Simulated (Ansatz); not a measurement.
Consider the following.

TaP$_{2}$:
```
TaP2
1.0
    1.66235    -5.75085     0.00000
    1.66235     5.75085     0.00000
    0.00000     0.00000     5.06206
Ta P
2 4
Cartesian
  1.66235  -4.71865   2.53155
  1.66235   4.71865   0.00052
  1.66235  -0.84344   1.91864
  1.66235   0.84344   4.44967
  1.66235   2.31426   0.99157
  1.66235  -2.31426   3.52260
```

This is the PBE-relaxed structure.

### Question
All from plane-wave PAW PBE (Ansatz code), unless another level is named. Estimate the electronic character.

### Answer
metallic (no gap).

### Question
Predict the formation energy from the elements (no fitted shifts).

### Answer
-60 kJ/mol of atoms.

### Question
What about the density of states at the Fermi level?

### Answer
0.63 states/eV per atom (mean over ±0.08 eV).

Space group Cmc2_1. The start of the workflow was typed in or built on a structure type; neither database checked (COD, Materials Project) lists it. Whether it is the stable phase at ambient conditions was not checked. Symmetry was held in the PBE relaxation; whether a distortion lowers the energy is not shown. No spin polarisation was allowed. The references are the lowest solids computed at this level, not always the standard phases. Scalar-relativistic: spin–orbit coupling is off unless named, which matters more the heavier the elements.

Potentials: the earlier of the program's two PAW sets.
